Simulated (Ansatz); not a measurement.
Level: m-r2SCAN, no spin polarisation; 500 eV; 3×5×3 (shifted by 0.5, 0.5, 0.5 steps) mesh; fermi-dirac occupations (width 0.1 eV); Ansatz 0.2.0, fixed geometry.

Computed maps in the lattice plane spanned by a (left to right, 6.40 Å, 19 points from zero) and c (bottom to top, 6.55 Å, 20 points from zero), 108° apart, at height 0.254 along b. The fields are smooth PAW ones with compensation charges, not the true ones near nuclei.

Valence density. Digits on a logarithmic scale: 0 up to 0.03 e/Å³, each further digit a factor of 1.6, 9 from 1.3 e/Å³ up:
```
3236776678864456765
1123445799985334432
1111236999985333322
2100147999974344543
3100147999754467765
3100148986534689986
4100136653346899986
3100123321247980996
2000111101358988985
1000111101357999863
0001222101246787642
0011222100234555321
1112222110122332222
3222234321111112454
5423467753110024787
7545899984210136999
9657999995211147999
9659999984211258999
8569999964322369999
5458999755543368998
```

Q: The cell is LuH₂ClO₂. Which atoms lie within 0.2 Å of this plane, and where (fractions of a and c)?

A: Lu at (0.28, 0.10), Cl at (0.78, 0.59), O at (0.90, 0.09), H at (0.87, 0.22), O at (0.46, 0.84), H at (0.36, 0.71). The whole cell:
```yaml
crystal:
  lattice:
    - [6.39433, -0.03005, -0.12054]
    - [-0.01707, 3.56530, 0.01133]
    - [-1.86713, 0.02862, 6.28325]
  atoms:
    - { symbol: Lu, position: [0.28415, 0.25353, 0.09997] }
    - { symbol: Lu, position: [0.70882, 0.73903, 0.88567] }
    - { symbol: Cl, position: [0.22756, 0.75729, 0.41556] }
    - { symbol: Cl, position: [0.77535, 0.25576, 0.58952] }
    - { symbol: O, position: [0.11749, 0.74820, 0.91529] }
    - { symbol: O, position: [0.89588, 0.25854, 0.08867] }
    - { symbol: H, position: [0.12954, 0.74742, 0.76897] }
    - { symbol: H, position: [0.86678, 0.25883, 0.22149] }
    - { symbol: O, position: [0.53724, 0.73197, 0.15653] }
    - { symbol: O, position: [0.46308, 0.27561, 0.83515] }
    - { symbol: H, position: [0.63619, 0.75282, 0.28719] }
    - { symbol: H, position: [0.36125, 0.24556, 0.70821] }
```

Origin: a strained cell with displaced atoms, so it need not be a known compound. Caveats: atoms or cell far from equilibrium; m-r2SCAN is r2SCAN with a changed spin dependence that lowers moments.
